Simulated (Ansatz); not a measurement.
NbSi (CsCl type, Pm-3m), r²SCAN in the plane-wave PAW code Ansatz, all energies at zero smearing, with the estimated change up to a 700 eV cutoff added, with one set of potentials and settings (totals compare only within such a set). Cell of 2 atoms (1 Nb, 1 Si): -5203.006 eV.

```
element             reference phase  E (eV/atom)
-------  --------------------------  -----------
Nb       Im-3m, 1 atoms in the cell   -4563.6321
Si       Fd-3m, 2 atoms in the cell    -639.0667
```

Formation energy per atom, worked out: (-5203.006 − 1×(-4563.6321) − 1×(-639.0667))/2 = -0.154 eV/atom (-15 kJ per mol of atoms), at 0 K, without zero-point energy or fitted corrections.

The cell is a constructed one: a structure type filled with these elements; neither database checked (COD, Materials Project) lists it. Its standing as an ambient phase is unchecked. The cell was relaxed with r²SCAN under the symmetry of its start. At this level the phase is mechanically unstable. No spin polarisation was allowed. The references are the lowest solids computed at this level, not always the standard phases.

Potentials: the later of the program's two PAW sets.
